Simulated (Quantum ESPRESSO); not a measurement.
Report: NMR shieldings of MgH2 (P4₂/mnm) under strain

```yaml
crystal:
  lattice:
    - [4.47669, 0.00000, 0.00000]
    - [0.00000, 4.47669, 0.00000]
    - [0.00000, 0.00000, 2.99254]
  atoms:
    - { symbol: Mg, position: [0.50000, 0.50000, 0.50000] }
    - { symbol: Mg, position: [0.00000, 0.00000, 0.00000] }
    - { symbol: H, position: [0.69557, 0.69557, 0.00000] }
    - { symbol: H, position: [0.30443, 0.30443, 0.00000] }
    - { symbol: H, position: [0.80443, 0.19557, 0.50000] }
    - { symbol: H, position: [0.19557, 0.80443, 0.50000] }
```
The geometry is a computed Materials Project entry, not a measured one. It is MgH2 in P4₂/mnm. Stability against distortions was not tested.

Method: shieldings by GIPAW with PBE in a modified build of Quantum ESPRESSO, on JTH PAW datasets, 30 Ha, k-mesh 6×6×8 shifted, f-sum rule met within 0.004 %. Relaxations, where named, use PBE in pw.x of Quantum ESPRESSO. Values are those of each site's first atom; slopes are least-squares lines through the rows.

**Isotropic strain.** The last row in full: isotropic strain, all lattice vectors scaled by 1.02, fractional positions kept. Sites: Mg is atom 1.

| strain (%) | σ_iso Mg (ppm) |
|---|---|
| -2 | 542.9 |
| -1 | 545.3 |
| 0 | 547.6 |
| +1 | 549.8 |
| +2 | 551.9 |
| slope per % | 2.26 |

σ_iso Mg (ppm) answers most, by 2.26 per %. Largest miss of the straight line: σ_iso Mg 0.09.

**Volume-keeping strain along the main axis.** The last row in full: strained by +2 % along the unique axis and by -1 % across it, atoms relaxed. Sites: Mg is atom 1.

```csv
strain (%),σ_iso Mg (ppm)
-2,546.0
-1,546.8
0,547.5
+1,548.2
+2,548.9
slope per %,0.70
```

σ_iso Mg (ppm) answers most, by 0.70 per %. Largest miss of the straight line: σ_iso Mg 0.05.

**Summary.** Under isotropic strain, the largest response is that of σ_iso Mg (ppm) (2.26 per %). Under volume-keeping strain along the main axis, the largest response is that of σ_iso Mg (ppm) (0.70 per %). Shieldings are absolute and leave out the bulk-susceptibility term; a larger σ means a smaller chemical shift. By our sweeps, such settings leave a few ppm in absolute σ. No d partial waves on Mg: the paramagnetic term there is incompletely reconstructed.
